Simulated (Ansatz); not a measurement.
LuSe:
```yaml
crystal:
  lattice:
    - [0.00000, 2.80309, 2.80309]
    - [2.80309, 0.00000, 2.80309]
    - [2.80309, 2.80309, 0.00000]
  atoms:
    - { symbol: Lu, position: [0.00000, 0.00000, 0.00000] }
    - { symbol: Se, position: [0.50000, 0.50000, 0.50000] }
```

Relaxed with r²SCAN. Special points in fractions of this cell's reciprocal vectors: Γ (0.000, 0.000, 0.000); X (0.500, 0.000, 0.500); U (0.625, 0.250, 0.625); K (0.375, 0.375, 0.750); L (0.500, 0.500, 0.500); W (0.500, 0.250, 0.750).

**Question.** List the band energies nearest the Fermi level at these points for r²SCAN in the plane-wave PAW code Ansatz.

**Answer.** In eV from the Fermi level; about four levels below and three above (degenerate sets whole), none deeper than 8.9 eV; points with the same levels are listed once.

| k | below | above |
|---|---|---|
| Γ | -3.51 -3.51 -3.51 -0.28 -0.28 -0.28 | 0.53 0.64 0.64 |
| X | -6.51 -4.64 -4.64 -2.45 | 1.32 1.92 3.73 3.73 |
| U | -6.38 -6.23 -5.18 -0.70 | 2.60 3.04 3.11 |
| L | -6.51 -6.51 -5.68 -5.68 | 1.64 2.63 2.70 2.70 |
| W | -6.51 -6.07 -6.07 -5.98 | 0.94 0.94 1.78 |

Space group Fm-3m (rock salt). The first step of the workflow began from a Materials Project structure, measured or hypothetical; the Crystallography Open Database files this formula in space group No. 225, but the cells were not matched. Whether it is the stable phase at ambient conditions was not checked. The r²SCAN relaxation kept the symmetry of its start; its stability against distortions is not shown here. With an odd number of electrons in the cell and no spin polarisation, the count alone makes it a metal. Scalar-relativistic: spin–orbit coupling is off unless named, which matters more the heavier the elements.

Potentials: the later of the program's two PAW sets.
